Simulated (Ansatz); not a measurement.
Below is a relaxed structure of Ca3As2. The cell was found from a structure generator's guess, not taken from experiment.

All numbers below come from Ansatz, DFT PBE, scalar-relativistic, plane waves, PAW. Cutoff 420 eV, Γ-centred mesh, Gaussian smearing, no spin polarisation.

```
CELL_PARAMETERS angstrom
6.15382 0.00000 0.00000
-3.07691 5.32937 0.00000
0.00000 0.00000 6.29648
ATOMIC_POSITIONS crystal
Ca 0.50000 0.00000 0.00000
Ca 0.00000 0.50000 0.00000
Ca 0.50000 0.50000 0.00000
As 0.00000 0.00000 0.20100
As 0.00000 0.00000 0.79900
```

The zero of energy is the elements' standard structures at the same level; no fitted shifts are applied.

(1) Find its symmetry and describe it.

(2) What is its formation energy per atom?

(3) Is it a metal?

Answers

(1) P6/mmm (No. 191). Conventional cell: a = 6.154 Å, c = 6.296 Å. Around Ca lie 4 Ca at 3.08 Å and 4 As at 3.33 Å; As is surrounded by 1 As at 2.53 Å and 6 Ca at 3.33 Å.

(2) +0.11 eV/atom. It can't be a ground state, since the elements alone are lower.

(3) Yes, bands cross the Fermi level on the 6×6×6 mesh.

The last run used a 6×6×6 mesh for its 5-atom cell and Gaussian smearing of 0.10 eV. Weakly bound directions are ill-defined at this level, which has no dispersion term. The reference form of As is held partly by dispersion forces, which this level lacks. Symmetry constrained the relaxation, so the result can be a saddle point.
